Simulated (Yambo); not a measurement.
Yambo run on NbNO (space group P2_1/c, No. 14). The wavefunctions are PBEsol (Quantum ESPRESSO, PseudoDojo norm-conserving, 84 Ry, no spin-orbit coupling) ones on a 2×2×2 mesh (48 occupied bands); a = 5.0254 Å, b = 5.0841 Å, c = 5.2446 Å, α = γ = 90.00°, β = 99.62°.

Yambo input:

```
rim_cut
gw0
dyson
el_el_corr
HF_and_locXC
ppa
em1d
RandQpts= 1000000
RandGvec= 1 Ry
EXXRLvcs= 84 Ry
VXCRLvcs= 336 Ry
Chimod= "HARTREE"
% BndsRnXp
 5 | 136 |
%
NGsBlkXp= 8 Ry
% LongDrXp
 1.0 | 1.0 | 1.0 |
%
PPAPntXp= 27.2114 eV
% GbndRnge
 1 | 268 |
%
GTermKind= "BG"
DysSolver= "n"
ExtendOut
% QPkrange
 1 | 1 | 48 | 49 |
 5 | 5 | 49 | 49 |
%
```

k points by index: 1 = Γ, 5 = (-0.5, 0, 0).

Resulting energies as the program prints them:

```
#    K-point    Band    Eo [eV]    E [eV]    E-Eo [eV]    Vxc [eV]    Vnlxc [eV]    Sc|Eo [eV]    Sc|E [eV]    dSc/dw|Eo [eV]    Re(Z)    Im(Z)
#
    1    48    0.000000    0.178335    0.178335    -18.58857    -21.93876    3.580939    3.528529    -8.001352    0.772769    -0.001360
    1    49    1.687846    2.551197    0.863351    -16.26628    -10.79249    -4.400136    -4.610441    -6.627734    0.804138    -0.001140
    5    49    1.577729    2.442678    0.864949    -16.25075    -10.79257    -4.379903    -4.593224    -6.710343    0.802180    -0.001165
```
(The two width columns are left out.) Convergence of these settings isn't established.

Geometry of the Materials Project entry, not relaxed at this level.
